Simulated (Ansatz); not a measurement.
InP:
```
InP
1.0
    7.20287     0.00000     0.00000
    0.00000     7.20287     0.00000
    0.00000     0.00000     4.18710
In P
4 4
Cartesian
  2.32175   4.88112   0.00000
  4.88112   2.32175   0.00000
  5.92318   5.92318   2.09355
  1.27969   1.27969   2.09355
  2.29293   2.29293   0.00000
  4.90994   4.90994   0.00000
  1.30850   5.89436   2.09355
  5.89436   1.30850   2.09355
```

r²SCAN (plane waves, PAW; program Ansatz) gives a gap of 1.16 eV without spin–orbit coupling, maximum on the M–Γ line, 93 % of the way from M, minimum at Γ.

Problem. What happens when spin–orbit coupling is switched on?

Solution. The gap falls by 0.02 eV, to 1.14 eV; maximum at Γ, minimum at Γ.

Problem. Give the electron effective mass with spin–orbit coupling.

Solution. 0.081, 0.090, 0.090 mₑ (principal values).

Problem. Give the hole effective mass with spin–orbit coupling.

Solution. 0.17, 0.19, 1.1 mₑ (principal values).

Space group P4_2/mnm. The start of the workflow was typed in or built on a structure type; neither database checked (COD, Materials Project) lists it. It is not the phase usual at ambient conditions (space group No. 216). Symmetry was held in the r²SCAN relaxation; whether a distortion lowers the energy is not shown. The volume moved by 22 % from the start of the relaxation.

Potentials: the earlier of the program's two PAW sets.
